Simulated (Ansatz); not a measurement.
MgSe:
Space group Fm-3m (No. 225); a = b = c = 5.508 Å, α = β = γ = 90.00°

| atom | site | symmetry | x | y | z |
|---|---|---|---|---|---|
| Mg | 4a | m-3m | 0.0000 | 0.0000 | 0.0000 |
| Se | 4b | m-3m | 0.5000 | 0.5000 | 0.5000 |
(The calculation used a cell of 2 atoms; values per cell refer to that cell.)

Relaxed with PBE.

Problem. Which orbitals make up the states near the band edges in PBE in the plane-wave PAW code Ansatz?

Solution. Top 1 eV of the valence band: Se 4p 97 %. Bottom 1 eV of the conduction band: Mg 3s 78 %, Se 4p 8 %, outside the projected shells 9 %. Projections are on Löwdin-orthogonalised atomic valence shells; empty p or d shells of many metals are not among them.

Problem. Tabulate the density of states.

Solution. States/eV per cell of 2 atoms, in 0.25 eV bins, energy from the valence-band maximum.

```tsv
E (eV)	total	Se 4p	Mg 3s	Se 4s
-7.85	0.00	0.00	0.00	0.00
-7.60	0.00	0.00	0.00	0.00
-7.35	0.00	0.00	0.00	0.00
-7.10	0.00	0.00	0.00	0.00
-6.85	0.00	0.00	0.00	0.00
-6.60	0.00	0.00	0.00	0.00
-6.35	0.00	0.00	0.00	0.00
-6.10	0.00	0.00	0.00	0.00
-5.85	0.00	0.00	0.00	0.00
-5.60	0.00	0.00	0.00	0.00
-5.35	0.00	0.00	0.00	0.00
-5.10	0.00	0.00	0.00	0.00
-4.85	0.00	0.00	0.00	0.00
-4.60	0.34	0.25	0.09	0.00
-4.35	0.65	0.48	0.16	0.01
-4.10	1.09	0.84	0.22	0.02
-3.85	2.70	2.23	0.38	0.06
-3.60	1.37	1.11	0.19	0.05
-3.35	0.52	0.40	0.08	0.04
-3.10	0.69	0.58	0.07	0.03
-2.85	0.93	0.81	0.07	0.03
-2.60	0.95	0.85	0.05	0.02
-2.35	1.05	0.94	0.05	0.02
-2.10	1.21	1.09	0.07	0.01
-1.85	1.53	1.40	0.06	0.01
-1.60	1.92	1.79	0.05	0.01
-1.35	1.91	1.80	0.03	0.01
-1.10	1.87	1.79	0.02	0.01
-0.85	1.94	1.87	0.01	0.00
-0.60	1.83	1.78	0.00	0.00
-0.35	1.06	1.03	0.00	0.00
-0.10	0.45	0.44	0.00	0.00
0.15	0.00	0.00	0.00	0.00
0.40	0.00	0.00	0.00	0.00
0.65	0.00	0.00	0.00	0.00
0.90	0.00	0.00	0.00	0.00
1.15	0.00	0.00	0.00	0.00
1.40	0.00	0.00	0.00	0.00
1.65	0.00	0.00	0.00	0.00
1.90	0.03	0.00	0.02	0.00
2.15	0.10	0.01	0.08	0.00
2.40	0.15	0.01	0.12	0.01
2.65	0.22	0.02	0.16	0.01
2.90	0.29	0.03	0.20	0.01
3.15	0.37	0.05	0.24	0.02
3.40	0.47	0.07	0.28	0.02
3.65	0.58	0.08	0.32	0.03
3.90	0.79	0.11	0.38	0.03
4.15	1.35	0.18	0.55	0.05
4.40	2.09	0.26	0.74	0.08
4.65	1.26	0.12	0.31	0.04
4.90	0.65	0.05	0.12	0.02
5.15	0.50	0.03	0.06	0.01
5.40	0.70	0.04	0.07	0.00
5.65	1.51	0.08	0.15	0.01
5.90	1.78	0.08	0.12	0.01
6.15	1.31	0.06	0.11	0.01
6.40	1.21	0.05	0.09	0.00
6.65	1.62	0.05	0.08	0.01
```

Symmetry was held in the PBE relaxation. Spin–orbit coupling is left out wherever it is not named.

Potentials: the later of the program's two PAW sets.
